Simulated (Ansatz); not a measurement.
This guess for Al4P is about to be relaxed.

```xyz
5
Lattice="3.6003 0.0000 0.0000 -1.8002 3.1180 0.0000 0.0000 0.0000 8.4681" Properties=species:S:1:pos:R:3 pbc="T T T"
Al    0.0000    0.0000    0.9060
Al    0.0000    0.0000    7.5621
Al    0.0000    0.0000    2.4630
Al    0.0000    0.0000    6.0050
P     0.0000    0.0000    4.2340
```

These are results of DFT PBE, scalar-relativistic, plane waves, PAW (Ansatz), not measurements. Cutoff 420 eV, Gaussian smearing, Γ-centred meshes. Cell and atoms relax first on a coarse mesh and then on a finer one. In between, the cell is made exact in the group found at 0.06 Å. In metals the finer mesh still leaves noise of several meV/atom or more. The steps can't lower the symmetry of their start. No spin polarisation.

A guess keeps its type if space group and coordination stay and the shape of the cell changes little (axis ratios within about 15 %, angles within 6°); the volume may change.

Task: Does it keep its structure type, or change into something else?

Result: It doesn't keep its type. The symmetry stays P6/mmm (No. 191). The volume per atom shrinks by 6.3 %, from 19.0 to 17.8 Å³. The shortest distance goes from 1.56 Å (Al–Al) to 2.50 Å (Al–P). The ratio c/a of the conventional cell changes by a factor of 2.07. Counting neighbours within 15 % of an atom's shortest distance, the start has Al 1/2, P 2 and the end Al 8, P 8. In detail, at the end around Al on its first site lie 8 Al at 2.76–2.83 Å; Al on its second site has 1 P at 2.50 Å and 7 Al at 2.76–2.83 Å; P has 2 Al at 2.50 Å and 6 P at 2.76 Å.

```cif
data_structure
_symmetry_space_group_name_H-M 'P6/mmm'
_symmetry_Int_Tables_number 191
_cell_length_a 2.7645
_cell_length_b 2.7645
_cell_length_c 13.4630
_cell_angle_alpha 90.000
_cell_angle_beta 90.000
_cell_angle_gamma 120.000
_cell_volume 89.10
loop_
_atom_site_label
_atom_site_type_symbol
_atom_site_symmetry_multiplicity
_atom_site_Wyckoff_symbol
_atom_site_fract_x
_atom_site_fract_y
_atom_site_fract_z
_atom_site_occupancy
Al1 Al 2 e 0.00000 0.00000 0.10384 1
Al2 Al 2 e 0.00000 0.00000 0.31424 1
P1 P 1 b 0.00000 0.00000 0.50000 1
```

The last run used an 18×18×4 mesh (in the run's order of axes) for its 5-atom cell and Gaussian smearing of 0.10 eV. The cell is a metal run without spin; a magnetic state may lie lower. A structure relaxed within its symmetry needn't be a true minimum. Another cell of Al4P relaxed alike, in I4/mmm, lies 24 meV/atom lower, so this cell isn't the stable form at this level.

In counts of neighbours, a slash parts the counts of unlike sites.
